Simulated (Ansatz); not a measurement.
**AlCu: a vibration from a frozen displacement**

The calculation used Ansatz, DFT PBEsol, scalar-relativistic, plane waves, PAW. Settings: plane waves to 420 eV, k-mesh 16×16×16 (Γ-centred), Gaussian smearing 0.15 eV. No spin polarisation. Energies are free energies at this smearing, counted from the undisturbed cell; pressure is positive in compression.

The starting cell (as given, not relaxed at this level; it stands at -4.8 GPa, and it needn't be the usual structure):

```
Al Cu
1.0
     2.99751    0.00000    0.00000
     0.00000    2.99751    0.00000
     0.00000    0.00000    2.99751
Al Cu
1 1
Direct
  0.00000 0.00000 0.00000
  0.50000 0.50000 0.50000
```

Every Cu atom is moved by x along the Cartesian unit vector (0.000, 0.000, 1.000); the cell and all other atoms stay fixed. The cell's volume is 26.93 Å³; the moved atoms weigh 63.546 u together and the others 26.982 u. Some rows repeat others by symmetry and weren't run.

```
  x (Å)  ΔE (meV/cell) total force on the moved atoms along the move (eV/Å) pressure (GPa)
-0.5000         460.80                                                1.8227          5.7827
-0.4375         353.53                                                1.6081          3.4121
-0.3750         259.97                                                1.3847          1.3010
-0.3125         180.55                                                1.1563         -0.5252
-0.2500         115.48                                                0.9253         -2.0508
-0.1875          64.90                                                0.6933         -3.2615
-0.1250          28.82                                                0.4615         -4.1394
-0.0625           7.20                                                0.2305         -4.6707
 0.0000           0.00                                                0.0000         -4.8484
 0.0625           7.20                                               -0.2305         -4.6707
 0.1250          28.82                                               -0.4615         -4.1394
 0.1875          64.90                                               -0.6933         -3.2615
 0.2500         115.48                                               -0.9253         -2.0508
 0.3125         180.55                                               -1.1563         -0.5252
 0.3750         259.97                                               -1.3847          1.3010
 0.4375         353.53                                               -1.6081          3.4121
 0.5000         460.80                                               -1.8227          5.7827
```

Task: What frequency belongs to this motion?

Result: The force constant is k = −dF/dx = 3.688 eV/Å², from the parabola through x = -0.0625, 0 and 0.0625. In every cell the moved atoms swing against the rest, so the mass is μ = m₁m₂/(m₁ + m₂) = 18.940 u, and ν̃ = 521.5 cm⁻¹ × √(|k|/μ) = 230 cm⁻¹, at this cell's pressure of -4.8 GPa. To first order in x, and within 1 %, the force on every atom lies along the move and, within each of the two groups, in proportion to the atom's mass, so this is itself a mode at the zone centre of this cell.

Task: How far does the harmonic law reach?

Result: At x = -0.500 Å, kx²/2 = 461.00 meV against the computed 460.80 meV (-0.0 %): the well is still close to harmonic there.

Task: The pressure changes with x². What does that say about the frequency under compression?

Result: With E = k(V)x²/2, k ∝ V^(−2γ) and x scaling with the cell as V^(1/3), P − P0 = −∂E/∂V = (2γ − 2/3) ΔE/V. At x = 0.1250 Å, V(P − P0) = 26.93 × 0.70903 / 160.2 eV = 119.19 meV and ΔE = 28.82 meV, so γ = 1/3 + V(P − P0)/(2ΔE) = 2.40. This is the Grüneisen parameter of the motion under uniform scaling of the cell: shrinking the cell evenly by 1 % in volume raises the frequency by about 2.40 %.

In a metal these slopes depend on the k mesh and the smearing.